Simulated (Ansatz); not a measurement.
**VBiO$_{4}$, first-principles data**

VBiO₄:
Space group I4₁/amd, origin choice 1 (No. 141); a = b = 7.303 Å, c = 6.442 Å, α = β = γ = 90.00°

```csv
atom,site,symmetry,x,y,z
V,4b,-4m2,0.0000,0.0000,0.5000
Bi,4a,-4m2,0.0000,0.0000,0.0000
O,16h,.m.,0.3189,0.0000,0.0809
```
(The calculation used a cell of 12 atoms; values per cell refer to that cell.)

Space group I4_1/amd (No. 141); conventional cell a = b = 7.303 Å, c = 6.442 Å, α = β = γ = 90.00°.

Method: r²SCAN in the plane-wave PAW code Ansatz. Structure relaxed to zero pressure with the same functional. Other levels are named where they apply.

**Cell and energy**

- Volume per atom: 14.32 Å³
- Density: 6.26 g/cm³
- Formation energy from the elements (no fitted shifts): -2.09 eV/atom

**Electronic structure**

- Band gap = 2.87 eV (smallest direct gap 2.87 eV)
- Valence-band maximum = on the Γ–Z line, 75 % of the way from Γ
- Conduction-band minimum = on the Γ–Z line, 72 % of the way from Γ (2 equivalent valleys)
- Electron effective mass with spin–orbit coupling = 0.44, 14, 14 mₑ (principal values)
- Hole effective mass = 0.38, 1.5, 1.5 mₑ (principal values)
- Hole effective mass with spin–orbit coupling = 0.37, 1.4, 1.4 mₑ (principal values)
- HSE06 gap on the r²SCAN cell = 3.74 eV
- Gap with spin–orbit coupling = 2.66 eV

**Mechanics**

- Bulk modulus (Birch–Murnaghan fit) = 1180 kbar
- Pressure derivative B′ = 6.1

**Charges**

- Bader charges: V +2.25, Bi +2.16, O -1.10 e

The first step of the workflow began from a Materials Project structure, measured or hypothetical; the Crystallography Open Database files this formula in space group No. 141, but the cells were not matched. It is not the phase usual at ambient conditions (space group No. 88). Symmetry was held in the r²SCAN relaxation; whether a distortion lowers the energy is not shown. The run is not spin-polarised. No Hubbard U is applied. The references are the lowest solids computed at this level, not always the standard phases (solids in place of the gases). Spin–orbit coupling is left out wherever it is not named.

Potentials: the later of the program's two PAW sets.
